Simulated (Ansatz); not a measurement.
CuPd:
```
CELL_PARAMETERS angstrom
      1.35341     0.78139     4.21410
     -1.35341     0.78139     4.21410
      0.00000    -1.56279     4.21410
ATOMIC_POSITIONS crystal
  Cu 0.00000 0.00000 0.00000
  Pd 0.50000 0.50000 0.50000
```

Relaxed with r²SCAN. Special points in fractions of this cell's reciprocal vectors: Γ (0.000, 0.000, 0.000); T (0.500, 0.500, 0.500); H2 (0.810, 0.190, 0.500); H0 (0.500, -0.190, 0.190); L (0.500, 0.000, 0.000); S0 (0.345, -0.345, 0.000); S2 (0.655, 0.000, 0.345); F (0.500, 0.000, 0.500).

Question: List the band energies nearest the Fermi level at these points for DFT-r²SCAN with spin–orbit coupling in the program Ansatz with PAW potentials.

Answer: In eV from the Fermi level; about four levels below and three above (degenerate sets whole), none deeper than 8.9 eV; … stands for higher levels left out; points with the same levels are listed once.

```csv
k,below,above
Γ,-0.55 -0.55 -0.39 -0.39,0.84 0.84 6.90 6.90
T,-1.23 -1.23 -1.02 -1.02,14.13 14.13 …
H2,-1.05 -1.05 -0.56 -0.56,4.26 4.26 5.40 5.40
L,-1.77 -1.77 -1.25 -1.25,0.11 0.11 1.74 1.74
S0,-1.09 -1.09 -0.63 -0.63,4.34 4.34 5.22 5.22
F,-0.55 -0.55 -0.24 -0.24,0.11 0.11 0.17 0.17
```

Space group R-3m. The first step of the workflow began from a Materials Project structure, measured or hypothetical; the Crystallography Open Database copy checked does not list it. COD files the formula under space group No. 221. With Cu and Pd taken as one species the cell has the higher symmetry Fm-3m, so it may be an ordered model of a mixed-site phase. Whether it is the stable phase at ambient conditions was not checked. Symmetry was held in the r²SCAN relaxation; whether a distortion lowers the energy is not shown. The run is not spin-polarised.

Potentials: the later of the program's two PAW sets.
